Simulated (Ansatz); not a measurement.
Method: DFT PBE, scalar-relativistic, plane waves, PAW (Ansatz). Plane waves to 420 eV, a 12×12×4 mesh through Γ for the 6-atom cell and 0.02 eV Gaussian smearing; no spin polarisation.

Formation energies are uncorrected and count from the elements' standard states at the same level.

Question: Propose a candidate for a trigonal semiconductor that holds In and 2 more elements, with a gap near 0.8 eV, a formation energy near −0.34 eV/atom and a density near 4.23 g/cm³, in a cell of 6 atoms. Its symmetry should be P3m1 (No. 156).

Answer: InGa₂P₃, space group P3m1 (No. 156). Around In lie 4 P at 2.51–2.57 Å; Ga on its first site is surrounded by 4 P at 2.37–2.43 Å; Ga on its second site has 4 P at 2.39–2.43 Å; P on its first site is surrounded by 1 Ga at 2.37 Å and 3 In at 2.51 Å; 2 more sites not described.

```cif
data_structure
_symmetry_space_group_name_H-M 'P 1'
_symmetry_Int_Tables_number 1
_cell_length_a 3.9975
_cell_length_b 3.9975
_cell_length_c 9.8397
_cell_angle_alpha 90.000
_cell_angle_beta 90.000
_cell_angle_gamma 120.000
_cell_volume 136.17
loop_
_atom_site_label
_atom_site_type_symbol
_atom_site_fract_x
_atom_site_fract_y
_atom_site_fract_z
_atom_site_occupancy
In1 In 0.33333 0.66667 0.66505 1
Ga1 Ga 0.00000 0.00000 0.00650 1
Ga2 Ga 0.66667 0.33333 0.32617 1
P1 P 0.00000 0.00000 0.76516 1
P2 P 0.33333 0.66667 0.40361 1
P3 P 0.66667 0.33333 0.08350 1
```

| Quantity | Value |
| --- | --- |
| Volume per atom | 22.70 Å³ |
| Density | 4.23 g/cm³ |
| Energy over the elements | −0.338 eV/atom |
| Gap on the 12×12×4 mesh of the 6-atom cell | 0.78 eV |

It was reached by relaxing an invented guess, and it needn't be the stable form of this composition. The answer needn't be unique; the calculation gave this one.

Kohn–Sham gaps at this level usually fall short of measured ones. The reference form of P is held partly by dispersion forces, which this level lacks. A later test with randomly moved atoms came back to the same energy, though modes that don't fit the test's cell weren't probed.
